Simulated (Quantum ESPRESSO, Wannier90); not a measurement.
**Wannier functions of KF (rock salt)**

```
CELL_PARAMETERS angstrom
      0.00000     2.65442     2.65442
      2.65442     0.00000     2.65442
      2.65442     2.65442     0.00000
ATOMIC_POSITIONS crystal
  K  0.00000 0.00000 0.00000
  F  0.50000 0.50000 0.50000
```

Cell from Materials Project (mp-463), symmetrised, no further relaxation. COD (Crystallography Open Database) has an entry of this formula and space group (matched by these alone). Computed values, not measurements, from LDA: Quantum ESPRESSO (norm-conserving PseudoDojo potentials, cutoff 68 Ry, no spin polarisation, no spin-orbit coupling) on a Γ-centred 8×8×8 mesh, then Wannier90. Density: 10×10×10 mesh, cold smearing 0.01 Ry.

Functional, cutoff and mesh named above are those of the base row (1); the first column says what each row takes instead. Model: 4 functions from bands 2,6-8, start SCDM (isolated) (the valence bands). Energies are relative to the valence-band maximum; the misfit is to pw.x on a path, for all bands of the set. The lattice is scaled uniformly, fractional positions fixed. Ω_total can sit in another minimum from row to row; Ω_I of an isolated set cannot.

| scale | Ω_I (Å²) | Ω_total (Å²) | rms misfit (meV) | gap (eV) | bottom of band 2 (eV) |
|---|---|---|---|---|---|
| 0.96 | 2.39 | 2.69 | 0.2 | 6.61 | -18.47 |
| 0.98 | 2.28 | 2.59 | 0.2 | 6.25 | -18.38 |
| 1 | 2.19 | 2.50 | 0.2 | 5.92 | -18.31 |
| 1.02 | 2.12 | 2.44 | 0.3 | 5.63 | -18.25 |
| 1.04 | 2.07 | 2.39 | 0.2 | 5.36 | -18.20 |
